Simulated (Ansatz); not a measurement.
ZrPbO3 (cubic perovskite)

```yaml
crystal:
  lattice:
    - [4.14129, 0.00000, 0.00000]
    - [0.00000, 4.14129, 0.00000]
    - [0.00000, 0.00000, 4.14129]
  atoms:
    - { symbol: Zr, position: [0.00000, 0.00000, 0.00000] }
    - { symbol: Pb, position: [0.50000, 0.50000, 0.50000] }
    - { symbol: O, position: [0.50000, 0.00000, 0.00000] }
    - { symbol: O, position: [0.00000, 0.50000, 0.00000] }
    - { symbol: O, position: [0.00000, 0.00000, 0.50000] }
```

Two coordinates are scanned: the volume, and the ratio of the stretch along z (the conventional c axis) to the stretch across it. Atoms keep their fractional coordinates.

The numbers are results of PBEsol (plane waves to 420 eV, PAW, scalar-relativistic; Ansatz, a quantum-chemistry and plane-wave program), not measurements. k mesh 8×8×8 (Γ-centred), Fermi-Dirac smearing 0.05 eV. Stress and pressure are positive under compression. Spin-orbit coupling is left out, though Pb is heavy. This is a high-temperature form of ZrPbO3. ZrPbO3 is run without spin polarisation. ZrPbO3 was relaxed with its symmetry unable to fall.

Changes of P (GPa) from the point V/V₀ = 1.000, (c/a)/(c/a)₀ = 1.000 when one coordinate moves alone (two changes are said to add if the coupling is within 5 % of the smaller one, nearly so within 20 %):

```csv
point,change
"V/V₀ = 1.000, (c/a)/(c/a)₀ = 0.880",4.77
"V/V₀ = 1.000, (c/a)/(c/a)₀ = 0.920",1.99
"V/V₀ = 1.000, (c/a)/(c/a)₀ = 0.960",0.47
"V/V₀ = 0.920, (c/a)/(c/a)₀ = 1.000",16.95
"V/V₀ = 0.947, (c/a)/(c/a)₀ = 1.000",10.47
"V/V₀ = 0.973, (c/a)/(c/a)₀ = 1.000",4.86
"V/V₀ = 1.027, (c/a)/(c/a)₀ = 1.000",-4.21
"V/V₀ = 1.053, (c/a)/(c/a)₀ = 1.000",-7.86
"V/V₀ = 1.080, (c/a)/(c/a)₀ = 1.000",-11.01
"V/V₀ = 1.000, (c/a)/(c/a)₀ = 1.040",0.42
"V/V₀ = 1.000, (c/a)/(c/a)₀ = 1.080",1.60
"V/V₀ = 1.000, (c/a)/(c/a)₀ = 1.120",3.44
```

Do the two effects add at V/V₀ = 1.080, (c/a)/(c/a)₀ = 1.080? Give the computed change.

The sum of the single changes is -11.01 + (1.60) = -9.41; the calculation gives -9.71, so the coupling contributes -0.30 (under 20 % of the smaller single change, nearly additive).

Do the two effects add at V/V₀ = 0.973, (c/a)/(c/a)₀ = 1.080? Give the computed change.

The sum of the single changes is 4.86 + (1.60) = 6.46; the calculation gives 6.58, so the coupling contributes 0.12 (under 20 % of the smaller single change, nearly additive).

(A scan under strain: stresses follow from slopes of the energy per volume, elastic moduli from its curvatures.)
